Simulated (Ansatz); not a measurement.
A crystal relaxed with r2SCAN in the PAW code Ansatz has space group R3m:H (No. 160) and a = 4.098 Å, c = 40.248 Å.

```csv
atom,site,x,y,z
Ga,3a,0.6667,0.3333,0.3330
Xx,3a,0.6667,0.3333,0.0809
Xx,3a,0.3333,0.6667,0.1666
Xx,3a,0.0000,0.0000,0.2522
P,3a,0.6667,0.3333,0.0172
P,3a,0.3333,0.6667,0.1033
P,3a,0.0000,0.0000,0.1889
P,3a,0.6667,0.3333,0.2744
```

The r2SCAN gap is direct at Γ: 0.90 eV. The HSE06 gap is direct at Γ: 1.31 eV. With PBE the gap is 0.52 eV and direct, at Γ. Meshes: r2SCAN 8×8×8, HSE06 4×4×4, PBE 8×8×8.

Problem. Which element is Xx?
A. B
B. Tl
C. Al
D. In

Solution. D. Xx is In: an ordered 8-atom cell of In3GaP4 on the zincblende lattice (R3m). Ga has 4 P at 2.36–2.47 Å; In has 4 P at 2.53–2.56 Å; In has 4 P at 2.53–2.55 Å; P has 3 Ga at 2.47 Å and 1 In at 2.56 Å; P has 4 In at 2.53–2.55 Å; P has 1 Ga at 2.36 Å and 3 In at 2.53 Å.

Spin-unpolarised throughout. Whether this structure exists isn't addressed.

The runs are scalar-relativistic, without spin-orbit coupling.
